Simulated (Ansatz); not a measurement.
A relaxed structure of ZnO. Space group P6₃mc (No. 186), wurtzite type. Calculation: PBEsol (plane waves to 420 eV, PAW, scalar-relativistic; Ansatz, a program for electronic structure).

Space group P6₃mc (No. 186); a = b = 3.2307 Å, c = 5.2158 Å, α = β = 90.00°, γ = 120.00°

```json
[
 {"atom": "Zn", "site": "2b", "symmetry": "3m.", "x": "0.6667", "y": "0.3333", "z": "0.0021"},
 {"atom": "O", "site": "2b", "symmetry": "3m.", "x": "0.3333", "y": "0.6667", "z": "0.1231"}
]
```

```json
{
 "volume_per_atom": "11.79 Å³",
 "band_gap": "0.70 eV, direct at Γ (no spin-orbit coupling)",
 "shortest_distances": "O–Zn 1.97 Å; Zn–Zn 3.21 Å; O–O 3.21 Å",
 "k-mesh": "12×12×7"
}
```

Band energies at high-symmetry points (eV from the VBM; labels of this space group; no spin-orbit coupling), from −5 eV up to 3.1 eV:

```tsv
point	energies
Γ	-4.56 -4.56 -4.35 -4.35 -4.07 -0.81 -0.81 -0.10 0.00 0.00 0.70
M	-4.97 -4.53 -4.38 -4.30 -4.22 -3.76 -3.61 -2.88 -2.31 -1.33 -0.86
K	-4.79 -4.79 -4.64 -4.50 -4.49 -4.49 -3.80 -3.56 -3.56 -1.96 -1.96 -1.77
A	-4.43 -4.43 -4.43 -4.43 -2.28 -2.28 -0.40 -0.40 -0.40 -0.40
L	-4.36 -4.36 -4.27 -4.27 -3.81 -3.81 -1.54 -1.54 -1.41 -1.41
H	-4.56 -4.56 -4.02 -4.02 -3.76 -3.76 -2.75 -2.75 -1.29 -1.29
```

No spin polarisation in the result.

Measured for ZnO: a 3.2482 Å (0 K or low temperature; as listed in arXiv:1206.3780); c 5.204 Å (0 K or low temperature; as listed in arXiv:1206.3780); gap 3.6 eV (static lattice; corrected from measurement; as listed in Wei Chen et al., Physical Review Materials (2018)). Computed minus measured — a: PBEsol -0.5 %; c: PBEsol +0.2 %; gap: PBEsol -2.90 eV. The computed values are for a static lattice, and a measured gap can be an optical one, lowered by exciton binding.

The run could not lose the symmetry of its start; a randomly shaken copy of 4 atoms returns to this structure.
